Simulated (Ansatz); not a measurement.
A relaxed cell of AlIn₂As₂P is given with its symmetry left out. The cell was found from a structure generator's guess, not taken from experiment.

These are results of Ansatz, DFT PBE, scalar-relativistic, plane waves, PAW, not measurements. Cutoff 420 eV, Γ-centred mesh, Gaussian smearing, no spin polarisation.

```yaml
crystal:
  lattice:
    - [5.12568, 0.00000, 0.00000]
    - [-2.56284, 4.43897, 0.00000]
    - [0.00000, 0.00000, 5.53939]
  atoms:
    - { symbol: Al, position: [0.00000, 0.00000, 0.50000] }
    - { symbol: In, position: [0.66667, 0.33333, 0.00000] }
    - { symbol: In, position: [0.33333, 0.66667, 0.00000] }
    - { symbol: P, position: [0.00000, 0.00000, 0.00000] }
    - { symbol: As, position: [0.66667, 0.33333, 0.50000] }
    - { symbol: As, position: [0.33333, 0.66667, 0.50000] }
```

Energies over the elements count from the elements' standard structures at the same level, with no fitted energy shifts. The references include black phosphorus.

Q: What space group does it have?

A: P6/mmm (No. 191). Conventional cell: a = 5.126 Å, c = 5.539 Å. Al has 2 P at 2.77 Å and 6 As at 2.96 Å; In is surrounded by 2 As at 2.77 Å, 3 P at 2.96 Å and 3 In at 2.96 Å; P is surrounded by 2 Al at 2.77 Å and 6 In at 2.96 Å; As is surrounded by 2 In at 2.77 Å, 3 Al at 2.96 Å and 3 As at 2.96 Å.

Q: How far does it lie from the elements in energy?

A: +0.11 eV/atom. The separate elements lie lower, so it is unstable against them.

Q: Is it a metal?

A: Yes, bands cross the Fermi level on the 12×12×8 mesh.

The last run used a 12×12×8 mesh (in the run's order of axes) for its 6-atom cell and Gaussian smearing of 0.10 eV. The end has P-3m1 (No. 164) at a tolerance of 0.01 Å; the cell shown is made exact in the group found at 0.05 Å. The reference forms of As and P are held partly by dispersion forces, which this level lacks. Symmetry constrained the relaxation, so the result can be a saddle point.
